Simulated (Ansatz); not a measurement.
Space group Pm-3m (No. 221). a = 4.089 Å, b = 4.089 Å, c = 4.089 Å, α = 90.00°, β = 90.00°, γ = 90.00°
```csv
atom,site,symmetry,x,y,z
Y,1a,m-3m,0.0000,0.0000,0.0000
B,6f,4m.m,0.1989,0.5000,0.5000
```

Equation of state of this YB6 structure (not necessarily the ground state), with shape and atoms relaxed at each volume where symmetry leaves them free. It has no gap at any of these volumes. Method: Ansatz 0.2.0, DFT r2SCAN, scalar-relativistic, plane waves, PAW.

Settings: cutoff 500 eV, Γ-centred mesh 10×10×10 on the computed 7-atom cell, Gaussian smearing of 0.10 eV; no spin polarisation.

```tsv
V (Å³/atom)	E − E(largest V) (meV/atom)	P (GPa)
8.596	48.27	28.74
8.889	3.92	19.98
9.182	-25.50	12.38
9.475	-41.94	5.77
9.768	-47.08	0.01
10.061	-42.40	-5.01
10.354	-29.13	-9.38
10.745	0.00	-14.35
```

Question: Fit a third-order Birch–Murnaghan equation to E(V).

Answer: V0 = 9.77 Å³/atom, B0 = 179 GPa, B0' = 3.6.

Cost: 8 runs of about 5.4 core-minutes in all, on Arm Neoverse V1 (shared hosts).